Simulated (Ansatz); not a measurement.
# Au, first-principles data

Au:
```
CELL_PARAMETERS angstrom
      1.42448    -2.46595     0.00000
      1.42448     2.46595     0.00000
      0.00000     0.00000     4.72299
ATOMIC_POSITIONS crystal
  Au 0.66672 0.33328 0.75000
  Au 0.33328 0.66672 0.25000
```

Space group P6_3/mmc (No. 194), hcp (Mg type); conventional cell a = 2.8484 Å, b = 2.8484 Å, c = 4.7230 Å, α = 90.00°, β = 90.00°, γ = 120.00°.

Method: DFT-LDA in the program Ansatz with PAW potentials. The cell and atoms are relaxed at this level. Other levels are named where they apply.

Cell and energy:

```
Quantity               Value
---------------  -----------
Volume per atom     16.59 Å³
Density          19.71 g/cm³
```

Electronic structure:

```
Property                                                                     Value
------------------------------------  --------------------------------------------
Electronic character                                             metallic (no gap)
Density of states at the Fermi level  0.30 states/eV per atom (mean over ±0.08 eV)
```

The workflow started from a Materials Project entry (that database holds measured and hypothetical structures alike); the Crystallography Open Database files this formula in space group No. 194, but the cells were not matched. It is not the phase usual at ambient conditions (space group No. 225). The cell was relaxed with LDA under the symmetry of its start; whether a distortion lowers the energy is not shown. Point labels and valley counts follow the cell and symmetry of the run, lower than the named group. Axis ratios of metals converge slowly with the k-mesh, so a and c are less sure than the volume. Scalar-relativistic: spin–orbit coupling is off unless named, which matters more the heavier the elements.

Potentials: the later of the program's two PAW sets.
